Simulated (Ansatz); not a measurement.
Values for one crystal, relaxed and computed with PBEsol in the plane-wave PAW code Ansatz; other levels are named.

| Quantity | Value |
|---|---|
| Volume per atom | 12.42 Å³ |
| Electronic character | metallic (no gap) |
| Mechanical stability | stable (all eigenvalues of C positive) |
| Formation energy from the elements (no fitted shifts) | -0.22 eV/atom |
| Young's modulus | 199 GPa |
| Elastic constants (relaxed ions, GPa) | C11 = 298, C12 = 135, C13 = 128, C33 = 330, C44 = 61.2 |
| Gap with spin–orbit coupling | none (metallic) |

Pick the material that matches.
(A) Al3Ni2, La2O3 or Ni2Al3 type
(B) CoSn3, Cmce (Co on 8d, Sn on 8f, Sn on 16g)
(C) Ni3Sn, P6_3/mmc (Sn on 2c, Ni on 6h)
(D) Cu3Sn, P6_3/mmc (Cu on 6h, Sn on 2c)

C, Ni3Sn, P6_3/mmc (Sn on 2c, Ni on 6h)

The workflow started from an entry of the Crystallography Open Database (COD), which files this formula under 3 space groups. Whether it is the stable phase at ambient conditions was not checked. Symmetry was held in the PBEsol relaxation; whether a distortion lowers the energy is not shown. The workflow began spin-polarised and lost its moments. As this level gives no gap, shear constants depend on the k-mesh and smearing (Fermi–Dirac, 0.1 eV here). The references are the lowest solids computed at this level, not always the standard phases. Spin–orbit coupling is left out wherever it is not named.

Potentials: the later of the program's two PAW sets.
